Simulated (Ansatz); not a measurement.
# Property card for Dy$_{3}$Br

Computed with DFT PBE, scalar-relativistic, plane waves, PAW, and for the lanthanide a 4f-in-core norm-conserving potential (Ansatz).

Settings: cutoff 630 eV, Γ-centred mesh 12×12×10 on the computed 4-atom cell, Gaussian smearing of 0.10 eV; no spin polarisation.

The structure is relaxed at this level of theory with its symmetry kept, and needn't be the ground state of this composition.

```cif
data_structure
_symmetry_space_group_name_H-M 'P 1'
_symmetry_Int_Tables_number 1
_cell_length_a 5.3887
_cell_length_b 5.3887
_cell_length_c 5.2509
_cell_angle_alpha 90.000
_cell_angle_beta 90.000
_cell_angle_gamma 120.000
_cell_volume 132.05
loop_
_atom_site_label
_atom_site_type_symbol
_atom_site_fract_x
_atom_site_fract_y
_atom_site_fract_z
_atom_site_occupancy
Dy1 Dy 0.33333 0.66667 0.00000 1
Dy2 Dy 0.66667 0.33333 0.00000 1
Dy3 Dy 0.00000 0.00000 0.50000 1
Br1 Br 0.00000 0.00000 0.00000 1
```

(1) Kohn–Sham band gap?

(2) Density of states at the Fermi level?

Spin-orbit coupling is left out, which matters for the bands of heavy elements.

Results:

(1) none (metal).

(2) 3.9 states/eV per cell.

Another cell of Dy3Br relaxed alike, in Cmmm, lies 0.71 eV/atom lower, so this cell isn't the stable form at this level.

The cell was found from a structure generator's guess, not taken from experiment.

The lanthanide is trivalent by construction, without f bands, f moments or other valences.
